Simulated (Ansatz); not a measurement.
# A film clamped to a substrate in CsH

Computed with Ansatz 0.2.0, DFT r2SCAN, scalar-relativistic, plane waves, PAW. Cutoff 500 eV, Γ-centred 6×6×6 k-points, Gaussian smearing of 0.05 eV. Spin–orbit coupling is left out, which matters for the heavy elements here. No spin polarisation. Energies are free energies at this smearing, counted from the undisturbed cell; pressure is positive in compression.

Reference structure (as given, not relaxed at this level; it stands at 0.0 GPa):

```xyz
2
Lattice="0.0000 3.1880 3.1880 3.1880 0.0000 3.1880 3.1880 3.1880 0.0000" Properties=species:S:1:pos:R:3 pbc="T T T"
Cs    0.0000    0.0000    0.0000
H     3.1880    3.1880    3.1880
```

The cell (2 atoms, V0 = 64.80 Å³) is strained by p along both x and y and by q along z, fractional coordinates fixed. τp = (1/V0) ∂E/∂p = (σxx + σyy)(1 + p)(1 + q) and τq = (1/V0) ∂E/∂q = σzz(1 + p)², with tension positive.

| p | q | ΔE (meV/atom) | τp (GPa) | τq (GPa) |
| --- | --- | --- | --- | --- |
| 0.000 | 0.000 | 0.00 | -0.03 | -0.01 |
| -0.040 | 0.000 | 10.25 | -2.68 | -0.17 |
| 0.040 | 0.000 | 7.38 | 1.73 | 0.18 |
| 0.000 | -0.040 | 4.80 | -0.20 | -1.26 |
| 0.000 | 0.040 | 3.31 | 0.15 | 0.77 |

Question: Get the second derivatives of the energy density.

Answer: Central differences give A = ∂τp/∂p = 55 GPa (C11 + C22 + 2 C12), C = ∂τq/∂q = 25.4 GPa (C33) and the cross term B = ∂τq/∂p = 4.4 GPa (C13 + C23); ∂τp/∂q = 4.4 GPa must equal B, and any difference shows higher-order terms. Steps this large leave an error of some per cent of A or C in all of these, which can swamp a small B. The ions are clamped. In a cubic crystal C11 = C = 25.4, C12 = B/2 = 2.2 GPa and A should be 2(C11 + C12) = 55 GPa; the bulk modulus is (C11 + 2 C12)/3 = 9.9 GPa.

Question: A film of this crystal grows with z along the normal on a substrate that imposes p. How does its thickness respond, and what does the misfit cost?

Answer: Count p and q from the stress-free cell. A free surface needs τq = 0, so q = −(B/C) p = -0.17 p. The energy density left is (A − B²/C) p²/2 = M p², with the biaxial modulus M = 27.2 GPa; a misfit of 1 % costs 0.55 meV/atom, against 0.56 meV/atom if the thickness were held.

At p = 0.080 the energies along q are 41.8 (q = -0.080), 27.7 (q = -0.040), 26.3 (q = 0.000), 33.1 (q = 0.040), 44.8 (q = 0.080) meV/atom.

Question: Does the linear rule hold at this misfit?

Answer: A parabola through the lowest point and its neighbours has its minimum at q = -0.013, 25.8 meV/atom. With the stress left in the starting cell, τp0 and τq0, linear elasticity gives q = −(τq0 + Bp)/C = -0.013 and E = V0(τp0 p + τq0 q + Ap²/2 + Bpq + Cq²/2)/N = 34.7 meV/atom. The energies differ by more than a tenth, so the quadratic law fails here: the gap holds the anharmonic part, with some error from the wide steps. Cubic terms also shift the vertex of so wide a parabola.